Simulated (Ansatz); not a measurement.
A geometry of Te2Mo away from equilibrium: step 2 of the relaxation of a relaxed Te2Mo cell stretched uniformly to 130 % of its volume. The numbers are results of PBE (plane waves to 420 eV, PAW, scalar-relativistic; Ansatz, an electronic-structure program), not measurements. Γ-centred k-mesh 7×7×2 on the run's cell (coarser than for final values), Fermi–Dirac smearing 0.05 eV. The plane waves were selected for a different cell earlier on the path.

```xyz
6
Lattice="3.7267 0.0000 0.0000 -1.8633 3.2274 0.0000 0.0000 0.0000 16.0880" Properties=species:S:1:pos:R:3 pbc="T T T"
Mo     0.0000     2.1516    12.0660
Mo     1.8633     1.0758     4.0220
Te     0.0000     2.1516     2.3111
Te     1.8633     1.0758    10.3551
Te     1.8633     1.0758    13.7769
Te     0.0000     2.1516     5.7329
```

Task: What forces act on the atoms (eV/Å)?

Result: 
```json
[
 {"atom": "Mo1", "Fx": "0.00", "Fy": "0.00", "Fz": "0.00"},
 {"atom": "Mo2", "Fx": "0.00", "Fy": "0.00", "Fz": "0.00"},
 {"atom": "Te3", "Fx": "0.00", "Fy": "0.00", "Fz": "-0.54"},
 {"atom": "Te4", "Fx": "0.00", "Fy": "0.00", "Fz": "-0.54"},
 {"atom": "Te5", "Fx": "0.00", "Fy": "0.00", "Fz": "0.54"},
 {"atom": "Te6", "Fx": "0.00", "Fy": "0.00", "Fz": "0.54"}
]
```

The path ends in P6₃/mmc (No. 194) (AFLOW prototype AB2_hP6_194_c_f (C7, as in MoS2)). No spin polarisation in the result. Without a van der Waals term the distances between weakly bound units are poorly fixed.

The run could not lose the symmetry of its start.

Without dispersion the volume is uncertain too.
